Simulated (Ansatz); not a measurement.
ZrO2 (tetragonal-ZrO2 type, space group P4_2/nmc)

```cif
data_O4Zr2
_chemical_formula_sum 'Zr2 O4'
_space_group_name_H-M_alt 'P 1'
_space_group_IT_number 1
_cell_length_a 3.58448
_cell_length_b 3.58448
_cell_length_c 5.17719
_cell_angle_alpha 90.000
_cell_angle_beta 90.000
_cell_angle_gamma 90.000
loop_
_space_group_symop_operation_xyz
  'x, y, z'
loop_
_atom_site_label
_atom_site_type_symbol
_atom_site_fract_x
_atom_site_fract_y
_atom_site_fract_z
_atom_site_occupancy
Zr1 Zr 0.00000 0.00000 0.00000 1
Zr2 Zr 0.50000 0.50000 0.50000 1
O1 O 0.00000 0.50000 0.20147 1
O2 O 0.00000 0.50000 0.70147 1
O3 O 0.50000 0.00000 0.29853 1
O4 O 0.50000 0.00000 0.79853 1
```

This relaxed cell (volume V₀) is scaled evenly in all directions, its shape held. The atoms relax within the cell's symmetry.

Level of theory: PBEsol (plane waves to 420 eV, PAW, scalar-relativistic; Ansatz, a program for electronic structure). k mesh 10×10×7 (Γ-centred), Fermi-Dirac smearing 0.05 eV. Energies are smeared free energies. With the shape held, the modulus is that of even scaling; a crystal free to change shape is softer. This is a high-temperature form of ZrO2. ZrO2 is run without spin polarisation. ZrO2 was relaxed with its symmetry unable to fall. The zero of ΔE is the relaxed starting cell.

```tsv
V (Å³/atom)	ΔE (meV/atom)
9.978	82.9
10.255	44.2
10.532	18.7
10.809	4.4
11.087	0.0
11.364	4.0
11.641	15.3
11.918	32.9
12.195	55.9
```

What is the fitted pressure derivative B₀′?

4.9.

What bulk modulus at fixed cell shape B₀ follows from a third-order Birch-Murnaghan fit?

195 GPa. Check by three points about V = 11.087 Å³/atom, step 0.277: d²E/dV² ≈ (4.4 − 2·0.0 + 4.0) meV / 0.277² = 0.109 eV/Å⁶, and V·d²E/dV² × 160.2 = 194 GPa.

(Under strain, the slope of the energy per volume gives the stress and its curvature an elastic modulus.)
